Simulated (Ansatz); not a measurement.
What does Ansatz print for the nuclei with this input?

The cell is a Materials Project structure (computed, not necessarily an observed phase).

```yaml
crystal:
  lattice:
    - [5.136781, 0.0, 0.0]
    - [0.0, 9.767938, 0.0]
    - [0.0, 0.0, 5.236011]
  atoms:
    - { symbol: Li, position: [0.0, 0.254254, 0.25] }
    - { symbol: Li, position: [0.5, 0.245746, 0.75] }
    - { symbol: Li, position: [0.0, 0.745746, 0.75] }
    - { symbol: Li, position: [0.5, 0.754254, 0.25] }
    - { symbol: Li, position: [0.5, 0.511876, 0.25] }
    - { symbol: Li, position: [0.0, 0.988124, 0.75] }
    - { symbol: Li, position: [0.5, 0.488124, 0.75] }
    - { symbol: Li, position: [0.0, 0.011876, 0.25] }
    - { symbol: Mg, position: [0.5, 0.238666, 0.25] }
    - { symbol: Mg, position: [0.0, 0.261334, 0.75] }
    - { symbol: Mg, position: [0.5, 0.761334, 0.75] }
    - { symbol: Mg, position: [0.0, 0.738666, 0.25] }
    - { symbol: H, position: [0.833162, 0.443078, 0.449894] }
    - { symbol: H, position: [0.666838, 0.056922, 0.949894] }
    - { symbol: H, position: [0.833162, 0.556922, 0.949894] }
    - { symbol: H, position: [0.666838, 0.943078, 0.449894] }
    - { symbol: H, position: [0.333162, 0.943078, 0.050106] }
    - { symbol: H, position: [0.166838, 0.556922, 0.550106] }
    - { symbol: H, position: [0.333162, 0.056922, 0.550106] }
    - { symbol: H, position: [0.166838, 0.443078, 0.050106] }
    - { symbol: "N", position: [0.728105, 0.357347, 0.502753] }
    - { symbol: "N", position: [0.771895, 0.142653, 0.002753] }
    - { symbol: "N", position: [0.728105, 0.642653, 0.002753] }
    - { symbol: "N", position: [0.771895, 0.857347, 0.502753] }
    - { symbol: "N", position: [0.228105, 0.857347, 0.997247] }
    - { symbol: "N", position: [0.271895, 0.642653, 0.497247] }
    - { symbol: "N", position: [0.228105, 0.142653, 0.497247] }
    - { symbol: "N", position: [0.271895, 0.357347, 0.997247] }
kpoints:
  mp_grid: { grid: [6, 3, 5] }
scf:
  occupations: { method: fermi_dirac, width: 0.02 }
hamiltonian:
  xc: pbe
  pseudopotentials: { kind: paw }
output:
  forces: true
  stress: true
  populations: true
  efg:
    quadrupole_moments_barn: { Li: -0.0401, Mg: 0.1994, H: 0.00285783, "N": 0.02044 }
    contact_densities: true
```

```sh
ansatz run input.yaml --threads 1 --pin off --max-ram 2560MiB --backend cpu --events-out ev --progress --plain --runs-dir out
```

Of the output, the block on the nuclei alone is shown; the set-up, the SCF iterations, energies, forces and stress are cut. One atom of each set with nearly equal values is shown.

```
--- PAW observables at the nuclei: V_zz in 10²¹ V/m², potentials from the cell's mean, atoms counted from 1 ---
  atom   1  Li V_zz =    -0.101654   η = 0.5058   by run symmetry: allowed   C_q = +0.0986 MHz
            electrostatic potential = -166.408933 V   contact ρ = 94.657201 e/Å³
  atom   5  Li V_zz =    +0.163796   η = 0.4520   by run symmetry: allowed   C_q = -0.1588 MHz
            electrostatic potential = -166.028949 V   contact ρ = 94.558337 e/Å³
  atom   9  Mg V_zz =    -1.229135   η = 0.7137   by run symmetry: allowed   C_q = -5.9262 MHz
            electrostatic potential = -1099.373257 V   contact ρ = 7798.245260 e/Å³
  atom  13  H  V_zz =    +3.624866   η = 0.0330   by run symmetry: allowed   C_q = +0.2505 MHz
            electrostatic potential = -37.128825 V   contact ρ = 3.137103 e/Å³
  atom  21  N  V_zz =    +5.517101   η = 0.1742   by run symmetry: allowed   C_q = +2.7268 MHz
            electrostatic potential = -510.686265 V   contact ρ = 1413.217124 e/Å³
```

Hardware: 1 thread of Arm Neoverse V1 (aarch64; 8 cores open to the job, memory cap 2.5 GiB, no GPU), a shared host with a load of 0.8 a core. Wall time 57 s, CPU time 57 s, peak memory 0.71 GiB.

With these PAW files V_zz is typically within 2 to 3 % of all-electron values, but misses above 10 % occur on Li.
